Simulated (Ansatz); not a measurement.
The relaxed structure here is a generated cell of ZrSe2: the first start was made by placing the elements on the sites of a structure type, and the end was not matched to a known phase here, so it may be hypothetical. Known forms of ZrSe2 include space group No. 164.

A relaxed structure of ZrSe₂. Space group Pnnm (No. 58), AFLOW prototype AB2_oP6_58_a_g (as in Fe2C). All values below come from PBEsol (plane waves to 420 eV, PAW, scalar-relativistic; Ansatz, an electronic-structure program).

```xyz
6
Lattice="5.9110 0.0000 0.0000 0.0000 6.6711 0.0000 0.0000 0.0000 3.7474" Properties=species:S:1:pos:R:3 pbc="T T T"
Zr     2.9555     0.0000     0.0000
Zr     0.0000     3.3356     1.8737
Se     4.3673     2.3111     0.0000
Se     1.4118     1.0245     1.8737
Se     4.4992     5.6467     1.8737
Se     1.5437     4.3600     0.0000
```

For ZrSe2, the volume per atom is 24.63 Å³ and the density is 5.60 g/cm³. The band gap is 0.19 eV, indirect (valence top at Γ, conduction bottom at S) (no spin-orbit coupling). The smallest direct gap is 0.25 eV at Γ and the shortest distances is Se–Zr 2.64 Å; Se–Se 3.49 Å. The k-mesh is 6×5×9.

Band energies at high-symmetry points (eV from the VBM; labels of this space group; no spin-orbit coupling), from −5 eV up to 3.1 eV:

```
point                                                                                               energies
-----  -----------------------------------------------------------------------------------------------------
Γ             -4.37 -4.17 -3.12 -2.66 -2.58 -2.32 -1.39 -1.27 -0.09 -0.04 0.00 0.25 0.64 1.22 1.28 1.45 2.41
X      -4.65 -4.65 -2.88 -2.88 -2.76 -2.76 -2.68 -2.68 -0.90 -0.90 -0.52 -0.52 0.69 0.69 1.97 1.97 2.41 2.41
S      -4.81 -4.81 -2.81 -2.81 -2.75 -2.75 -1.93 -1.93 -1.30 -1.30 -0.60 -0.60 0.19 0.19 1.36 1.36 2.90 2.90
Y      -4.36 -4.36 -3.38 -3.38 -2.83 -2.83 -2.59 -2.59 -1.08 -1.08 -0.60 -0.60 0.76 0.76 2.01 2.01 2.44 2.44
Z      -4.13 -4.13 -3.49 -3.49 -3.42 -3.42 -2.66 -2.66 -2.43 -2.43 -1.30 -1.30 1.45 1.45 2.55 2.55 2.59 2.59
U      -4.45 -4.45 -3.61 -3.61 -3.50 -3.50 -2.47 -2.47 -2.32 -2.32 -0.22 -0.22 0.72 0.72 1.78 1.78 2.64 2.64
R      -4.49 -4.49 -4.19 -4.19 -2.98 -2.98 -2.77 -2.77 -1.11 -1.11 -0.97 -0.97 1.46 1.46 1.47 1.47 2.63 2.63
T      -4.76 -4.76 -3.52 -3.52 -2.89 -2.89 -2.48 -2.48 -1.62 -1.62 -1.58 -1.58 0.29 0.29 2.43 2.43 2.79 2.79
```

No spin polarisation in the result.

It was reached from a disturbed copy of a P4₂/mnm (No. 136) cell (rutile type), against which it lies -0.02 eV/atom.
